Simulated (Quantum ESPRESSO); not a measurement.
Zn4S3O, input and log of a self-consistent run

Computed values, not a measurement. The program is pw.x of Quantum ESPRESSO 7.5 (plane-wave density functional theory). The cell is made up: 8 atoms on a wurtzite lattice, with randomly drawn elements, strain and displacements, not relaxed. PseudoDojo standard norm-conserving files (v0.5 for PBE, v0.4.1 for LDA and PBEsol) set the functional; there is no spin polarisation, spin-orbit coupling or dispersion term, and the masses in the input are unused placeholders.

Input:

```
&control calculation='scf', pseudo_dir='./dojo.nc.sr.pbe.v0_5.standard.upf', outdir='./o', disk_io='medium', tprnfor=.true., tstress=.true. /
&system ibrav=0, nat=8, ntyp=3, nbnd=58, ecutwfc=105.61755193, nosym=.true., tot_charge=0,
 occupations='smearing', smearing='fd', degauss=0.0018374661
/
&electrons conv_thr=7.350e-09, electron_maxstep=60, /
ATOMIC_SPECIES
O 1.0 O.upf
S 1.0 S.upf
Zn 1.0 Zn.upf
CELL_PARAMETERS angstrom
3.9558 0.0 0.0
0.0 6.8516 0.0
0.0 0.0 6.4598
ATOMIC_POSITIONS angstrom
Zn -0.1455 0.0001 0.059
Zn 2.1001 3.3739 -0.1711
Zn 1.9639 1.1979 3.3189
Zn 0.1906 4.4612 3.2783
S -0.004 -0.1765 2.3424
S 2.1037 3.424 2.4917
S 2.0403 1.2783 5.654
O -0.0647 4.4493 5.6643
K_POINTS automatic
7 6 6 1 1 1
```

The log is shortened where brackets say so; the opening notice, blank lines, dates and the lines on written files are dropped, and the path of the files is cut. It prints rydbergs, bohrs and kilobars, and counts compression as positive stress. With no partly filled state, the Fermi energy that it prints is only some level between the filled and the empty states on the mesh, and need not lie in the true gap.

```
     Program PWSCF v.7.5
     Parallel version (MPI & OpenMP), running on       1 processor cores
     Number of MPI processes:                 1
     Threads/MPI process:                     1
     [start-up lines left out]
     bravais-lattice index     =            0
     lattice parameter (alat)  =       7.4754  a.u.
     unit-cell volume          =    1181.5225 (a.u.)^3
     number of atoms/cell      =            8
     number of atomic types    =            3
     number of electrons       =       104.00
     number of Kohn-Sham states=           58
     kinetic-energy cutoff     =     105.6176  Ry
     charge density cutoff     =     422.4702  Ry
     scf convergence threshold =      7.3E-09
     mixing beta               =       0.7000
     number of iterations used =            8  plain     mixing
     Exchange-correlation= PBE
                           (   1   4   3   4   0   0   0)
     [axes and pseudopotential details left out]
   Cartesian axes
     site n.     atom                  positions (alat units)
         1        Zn     tau(   1) = (  -0.0367814   0.0000253   0.0149148  )
         2        Zn     tau(   2) = (   0.5308913   0.8528995  -0.0432529  )
         3        Zn     tau(   3) = (   0.4964609   0.3028212   0.8389959  )
         4        Zn     tau(   4) = (   0.0481824   1.1277618   0.8287325  )
         5        S      tau(   5) = (  -0.0010112  -0.0446180   0.5921432  )
         6        S      tau(   6) = (   0.5318014   0.8655645   0.6298852  )
         7        S      tau(   7) = (   0.5157743   0.3231458   1.4292937  )
         8        O      tau(   8) = (  -0.0163557   1.1247535   1.4318975  )
     number of k points=   126  Fermi-Dirac smearing, width (Ry)=  0.0018
     Number of k-points >= 100: set verbosity='high' to print them.
     Dense  grid:   173207 G-vectors     FFT dimensions: (  50,  90,  80)
     Estimated max dynamical RAM per process >     254.77 MB
     Initial potential from superposition of free atoms
     starting charge     103.9994, renormalised to     104.0000
     Starting wfcs are   56 randomized atomic wfcs +    2 random wfcs
     total cpu time spent up to now is       58.1 secs
     per-process dynamical memory:   150.5 Mb
     Self-consistent Calculation
     iteration #  1     ecut=   105.62 Ry     beta= 0.70
     Davidson diagonalization with overlap
     ethr =  1.00E-02,  avg # of iterations =  4.5
     total cpu time spent up to now is      247.1 secs
     total energy              =   -1771.02199104 Ry
     estimated scf accuracy    <       1.17926788 Ry
     iteration #  2     ecut=   105.62 Ry     beta= 0.70
     Davidson diagonalization with overlap
     ethr =  1.13E-03,  avg # of iterations =  6.3
     total cpu time spent up to now is      466.3 secs
     total energy              =   -1770.11761813 Ry
     estimated scf accuracy    <       9.18572224 Ry
     iteration #  3     ecut=   105.62 Ry     beta= 0.70
     Davidson diagonalization with overlap
     ethr =  1.13E-03,  avg # of iterations =  5.2
     total cpu time spent up to now is      671.2 secs
     total energy              =   -1771.62803753 Ry
     estimated scf accuracy    <       0.50309536 Ry
     iteration #  4     ecut=   105.62 Ry     beta= 0.70
     Davidson diagonalization with overlap
     ethr =  4.84E-04,  avg # of iterations =  2.0
     total cpu time spent up to now is      845.3 secs
     total energy              =   -1771.65640585 Ry
     estimated scf accuracy    <       0.08195069 Ry
     iteration #  5     ecut=   105.62 Ry     beta= 0.70
     Davidson diagonalization with overlap
     ethr =  7.88E-05,  avg # of iterations =  3.4
     total cpu time spent up to now is     1019.8 secs
     total energy              =   -1771.65451195 Ry
     estimated scf accuracy    <       0.01837902 Ry
     [iterations 6 to 7 left out]
     iteration #  8     ecut=   105.62 Ry     beta= 0.70
     Davidson diagonalization with overlap
     ethr =  1.15E-07,  avg # of iterations =  2.0
     total cpu time spent up to now is     1701.5 secs
     total energy              =   -1771.65758413 Ry
     estimated scf accuracy    <       0.00000745 Ry
     iteration #  9     ecut=   105.62 Ry     beta= 0.70
     Davidson diagonalization with overlap
     ethr =  7.17E-09,  avg # of iterations =  2.5
     total cpu time spent up to now is     1968.9 secs
     total energy              =   -1771.65758544 Ry
     estimated scf accuracy    <       0.00000120 Ry
     iteration # 10     ecut=   105.62 Ry     beta= 0.70
     Davidson diagonalization with overlap
     ethr =  1.16E-09,  avg # of iterations =  2.1
     total cpu time spent up to now is     2205.0 secs
     total energy              =   -1771.65758559 Ry
     estimated scf accuracy    <       0.00000016 Ry
     iteration # 11     ecut=   105.62 Ry     beta= 0.70
     Davidson diagonalization with overlap
     ethr =  1.58E-10,  avg # of iterations =  3.2
     total cpu time spent up to now is     2460.9 secs
     total energy              =   -1771.65758563 Ry
     estimated scf accuracy    <       0.00000002 Ry
     iteration # 12     ecut=   105.62 Ry     beta= 0.70
     Davidson diagonalization with overlap
     ethr =  2.07E-11,  avg # of iterations =  2.5
     total cpu time spent up to now is     2703.9 secs
     End of self-consistent calculation
     Number of k-points >= 100: set verbosity='high' to print the bands.
     the Fermi energy is     5.8093 ev
!    total energy              =   -1771.65758564 Ry
     estimated scf accuracy    <          1.6E-09 Ry
     smearing contrib. (-TS)   =      -0.00000000 Ry
     internal energy E=F+TS    =   -1771.65758564 Ry
     The total energy is F=E-TS. E is the sum of the following terms:
     one-electron contribution =   -1511.00539905 Ry
     hartree contribution      =     769.67639426 Ry
     xc contribution           =    -206.53949815 Ry
     ewald contribution        =    -823.78908269 Ry
     convergence has been achieved in  12 iterations
     Forces acting on atoms (cartesian axes, Ry/au):
     atom    1 type  3   force =     0.01503974   -0.03053831   -0.01708204
     atom    2 type  3   force =     0.01781568    0.08608184    0.00549018
     atom    3 type  3   force =     0.00341678   -0.01492624   -0.02909379
     atom    4 type  3   force =    -0.02057087    0.00515175    0.03626994
     atom    5 type  2   force =     0.00503623    0.02814890    0.03589283
     atom    6 type  2   force =     0.00293220   -0.01274510   -0.01396376
     atom    7 type  2   force =    -0.02054763   -0.06658903   -0.00812203
     atom    8 type  1   force =    -0.00312212    0.00541618   -0.00939133
     Total force =     0.139914     Total SCF correction =     0.000166
     Computing stress (Cartesian axis) and pressure
          total   stress  (Ry/bohr**3)                   (kbar)     P=      -74.10
  -0.00060755  -0.00003734   0.00004914          -89.37       -5.49        7.23
  -0.00003734  -0.00039688   0.00001261           -5.49      -58.38        1.86
   0.00004914   0.00001261  -0.00050672            7.23        1.86      -74.54
     init_run     :     49.21s CPU     58.09s WALL (       1 calls)
     electrons    :   2406.62s CPU   2645.81s WALL (       1 calls)
     forces       :     26.13s CPU     26.61s WALL (       1 calls)
     stress       :     99.14s CPU    103.56s WALL (       1 calls)
     [timing details left out]
     PWSCF        :  43m 1.83s CPU  47m19.80s WALL
     JOB DONE.
```

In other units: free energy -24104.629 eV for the cell, pressure -7.41 GPa, largest force component 2.213 eV/Å. This run is the check on a run of the same cell at 1143 eV and a 5 x 4 x 4 mesh: rerunning at 1437 eV and a 7 x 6 x 6 mesh moved values by no more than 0.004 eV in energy, 0.04 GPa in stress and 0.002 eV/Å in force.